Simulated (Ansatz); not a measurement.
Y:
```
CELL_PARAMETERS angstrom
     -1.98633     1.98633     1.98633
      1.98633    -1.98633     1.98633
      1.98633     1.98633    -1.98633
ATOMIC_POSITIONS crystal
  Y  0.00000 0.00000 0.00000
```

Relaxed with PBEsol in the plane-wave PAW code Ansatz. Indices refer to the conventional cell of Im-3m, a = 3.9727 Å, b = 3.9727 Å, c = 3.9727 Å, α = 90.00°, β = 90.00°, γ = 90.00°.

Task: Simulate the powder diffraction pattern (Cu Kα, λ = 1.54184 Å; lines above 1 %) up to 2θ = 90°.

Result: Simulated powder pattern, Cu Kα, λ = 1.54184 Å (kinematic, ideal powder, no thermal factors, no anomalous dispersion; the 30 strongest lines at most, above 1 %, up to 2θ = 90°):

```tsv
2θ (°)	d (Å)	I/Imax (%)	hkl
31.86	2.809	100	(110)
45.67	1.986	18	(200)
56.76	1.622	38	(211)
66.58	1.405	12	(220)
75.71	1.256	16	(310)
84.48	1.147	4.1	(222)
```

The start of the workflow was typed in or built on a structure type; neither database checked (COD, Materials Project) lists it. It is not the phase usual at ambient conditions (space group No. 194). The PBEsol relaxation kept the symmetry of its start. At this level the phase is dynamically unstable (imaginary phonons). No spin polarisation was allowed.

Potentials: the later of the program's two PAW sets.
